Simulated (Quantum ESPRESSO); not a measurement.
## Band energies of Cd2SeS

```
CELL_PARAMETERS angstrom
      4.21187     0.00000     0.00000
     -2.10594     3.64759     0.00000
      0.00000     0.00000     6.87149
ATOMIC_POSITIONS crystal
  S  0.00000 0.00000 0.12151
  Se 0.33333 0.66667 0.62682
  Cd 0.00000 0.00000 0.48891
  Cd 0.33333 0.66667 0.01077
```

norm-conserving PBEsol (Quantum ESPRESSO, 102 Ry, with spin-orbit coupling); path ΓMKΓALHA,LM,KH; energies in eV from the valence-band maximum.

```
k (1/Å)  point  band 62  band 63  band 64  band 65  band 66  band 67  band 68  band 69
-------  -----  -------  -------  -------  -------  -------  -------  -------  -------
0.00         Γ     0.00     0.57     0.57     2.22     2.22     5.64     5.64     5.99
0.43              -0.49     2.42     2.43     3.47     3.49     4.98     5.02     5.80
0.86         M    -0.91     3.08     3.08     3.33     3.33     4.59     4.59     5.94
0.99              -1.06     3.28     3.29     3.59     3.61     4.53     4.55     5.92
1.36         K    -1.85     4.07     4.07     4.41     4.44     4.79     4.91     6.67
1.47              -1.74     4.13     4.13     4.27     4.30     4.79     4.90     6.28
2.02              -0.40     2.04     2.06     3.41     3.44     5.07     5.09     5.84
2.35         Γ     0.00     0.57     0.57     2.22     2.22     5.64     5.64     5.99
2.58              -0.08     1.54     1.54     2.32     2.32     5.56     5.56     5.90
2.81         A    -0.18     2.13     2.13     2.47     2.47     5.40     5.40     5.91
3.03              -0.45     2.64     2.67     3.01     3.04     5.06     5.07     5.23
3.56              -1.25     2.88     2.88     2.93     2.93     4.66     4.66     4.96
3.67         L    -1.28     2.84     2.84     2.89     2.89     4.64     4.64     4.93
3.97              -1.25     3.49     3.51     3.55     3.56     5.08     5.10     5.49
4.17         H    -1.21     3.71     3.74     3.77     3.80     5.34     5.39     5.59
4.44              -1.31     3.59     3.61     3.72     3.74     5.04     5.07     5.46
4.89              -0.58     2.88     2.91     3.23     3.25     4.94     4.98     5.04
5.16         A    -0.18     2.13     2.13     2.47     2.47     5.40     5.40     5.91
5.16         L    -1.28     2.84     2.84     2.89     2.89     4.64     4.64     4.93
5.62         M    -0.91     3.08     3.08     3.33     3.33     4.59     4.59     5.94
5.62         K    -1.85     4.07     4.07     4.41     4.44     4.79     4.91     6.67
6.08         H    -1.21     3.71     3.74     3.77     3.80     5.34     5.39     5.59
```

The PBEsol gap is direct, 0.57 eV at Γ.

Geometry relaxed with PBEsol.

The structure is a Materials Project entry; no match was found in the copy of COD used, and its stability was not checked.
